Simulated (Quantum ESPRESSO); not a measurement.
# Planted mistakes on one cell of Si3O4FN

Calculated results; nothing here was measured. They come from pw.x of Quantum ESPRESSO 7.5, a plane-wave density functional program, with PseudoDojo standard norm-conserving files (v0.5 for PBE, v0.4.1 for LDA and PBEsol). The cells are made up: elements, strain and atom displacements were drawn at random, and nothing was relaxed. There is no spin polarisation, spin-orbit coupling or dispersion term.

The cell has 9 sites of a quartz lattice. Sites 1 to 3 hold Si Si Si; sites 4 to 9 hold O F O N O O. Cell vectors in Å: (4.991, 0.029, -0.029); (-2.470, 4.258, 0.013); (-0.032, -0.002, 5.448). Settings: PBE, cutoff 1143 eV, 5 x 5 x 4 k mesh shifted by half a step, Fermi-Dirac smearing of 0.025 eV.

The intended run has a self-consistency threshold of 1e-07 eV, a smearing term of 0.000 eV, a pressure of 16.09 GPa and 14 iterations. Each further run changes one thing: all lengths scaled by 0.9874; atoms of sites 5 and 9 exchanged; cutoff 747 eV; files of LDA; k mesh 2 x 2 x 2; one electron added; smearing 0.61 eV; threshold 0.7 eV. A coarse mesh keeps the shift, and a charged cell sits in a uniform background.

```
run  change of free energy (eV)  smearing term -TS (eV)  change of P (GPa)  largest change of a force component (eV/Å)  iterations
  A                       1.788                   0.000             -14.93                                       0.029          14
  B                       0.547                   0.000               8.46                                       1.475          12
  C                      -0.456                  -1.166               2.79                                       1.016          12
  D                       1.739                   0.000              -8.46                                       0.964          13
  E                      -1.325                   0.000               0.60                                       8.725          14
  F                      -0.014                   0.000               0.04                                       0.038          12
  G                       0.195                   0.000              -1.97                                       0.668           5
  H                       7.525                  -0.005              22.71                                       3.055          12
```

A rerun of the intended cell at 1437 eV and k mesh 7 x 7 x 6 moved values by no more than 0.002 eV in the cell's energy, 0.02 GPa in stress and 0.002 eV/Å in force.

Question: which change belongs to which run?

## Worked reading

Run G has the fewest iterations, as a run stopped early does. Run C has the largest smearing term, as wide smearing gives. Run A has a higher energy and the largest fall in pressure, as too small a basis gives. Run B changes the volume by a factor of 0.9627; minus its pressure change over the logarithm of that factor, 223 GPa, is a rough bulk modulus with clamped atoms. Energies from files of another functional, or of a charged cell, have another zero and say nothing on stability; the pressure of a charged cell rests on the program's zero of potential too.

## Key

| run | change |
| --- | --- |
| A | cutoff 747 eV |
| B | all lengths scaled by 0.9874 |
| C | smearing 0.61 eV |
| D | files of LDA |
| E | atoms of sites 5 and 9 exchanged |
| F | k mesh 2 x 2 x 2 |
| G | threshold 0.7 eV |
| H | one electron added |